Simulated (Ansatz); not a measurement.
Relaxed-ion elastic tensor of K2NaAlH6 in space group Fm-3m (No. 225; K on 8c, Na on 4b, Al on 4a, H on 24e) in GPa (Voigt order), plane-wave PAW PBEsol (Ansatz code); density 1.74 g/cm³, 12.84 Å³ per atom.

```
      1     2     3     4     5     6
-  ----  ----  ----  ----  ----  ----
1  57.8  14.3  14.3   0.0   0.0   0.0
2  14.3  57.8  14.3   0.0   0.0   0.0
3  14.3  14.3  57.8   0.0   0.0   0.0
4   0.0   0.0   0.0  24.8   0.0   0.0
5   0.0   0.0   0.0   0.0  24.8   0.0
6   0.0   0.0   0.0   0.0   0.0  24.8
```

Question: Is the crystal mechanically stable?

Answer: Yes: the smallest eigenvalue of C is 24.8 GPa.

Question: Work out the Voigt, Reuss and Hill averages.

Answer: K_V = 28.8, K_R = 28.8, K_H = 28.8; G_V = 23.6, G_R = 23.5, G_H = 23.6 GPa.

Question: Give Young's modulus, Poisson's ratio, Pugh's ratio and the universal anisotropy index.

Answer: E = 9KG/(3K + G) = 55.5 GPa; ν = 0.18; K/G = 1.22 (brittle by the Pugh limit of 1.75); A_U = 5G_V/G_R + K_V/K_R − 6 = 0.02.

Question: Estimate the sound speeds and the Debye temperature.

Answer: v_l = √((K + 4G/3)/ρ) = 5890 m/s, v_t = √(G/ρ) = 3680 m/s, mean 4060 m/s; Θ = (h/k)(3n/4πV)^(1/3) v_m = 516 K.

Question: Give the Zener ratio and Young's modulus along [100], [110] and [111].

Answer: A = 2C44/(C11 − C12) = 1.14; 1/E = S11 − 2(S11 − S12 − S44/2)Γ with Γ = 0, 1/4, 1/3 gives 52.1, 56.3, 57.9 GPa.

Question: Solve the Christoffel equation for the three sound speeds along [100], [110], [111].

Answer: Eigenvalues of C_ijkl n_j n_l equal ρv². In km/s, slowest first: [100] 3.78, 3.78, 5.77; [110] 3.54, 3.78, 5.92; [111] 3.62, 3.62, 5.97.

The first step of the workflow began from a Materials Project structure, measured or hypothetical; the Crystallography Open Database copy checked does not list it. Its standing as an ambient phase is unchecked. The cell was relaxed with PBEsol under the symmetry of its start; its stability against distortions is not shown here.

Potentials: the later of the program's two PAW sets.
